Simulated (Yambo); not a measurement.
G0W0@PBEsol for CaCd$_{2}$P$_{2}$ (space group P-3m1, No. 164) in Yambo. Reference settings: 3×3×2 Γ-centred k mesh, bands 10 to 217 and a 8 Ry block in the screening, 217 bands in G with the Bruneval-Gonze terminator, plasmon pole fitted at 27.2 eV. The PBEsol gap Γ → Γ on this mesh is 0.75 eV; G0W0 gaps are taken between the same points.

With and without the terminator, as bands are cut:

| bands in G (in W) | gap, terminator (eV) | gap, none (eV) | valence shift, terminator (eV) | valence shift, none (eV) |
|---|---|---|---|---|
| 86 (217) | 1.450 | 1.366 | -0.535 | -0.101 |
| 142 (217) | 1.443 | 1.389 | -0.580 | -0.371 |
| 217 (217) | 1.446 | 1.422 | -0.595 | -0.501 |

Over this range the gap spans 0.007 eV with the terminator and 0.056 eV without, the valence shift 0.060 eV and 0.400 eV. Neither column has reached its limit for certain.

Spin-orbit coupling is not included.

Geometry of the Materials Project entry, not relaxed at this level; primitive cell a = b = 4.292 Å, c = 7.055 Å, α = β = 90.00°, γ = 120.00°.

A shift is the quasiparticle energy of the state minus its PBEsol energy.
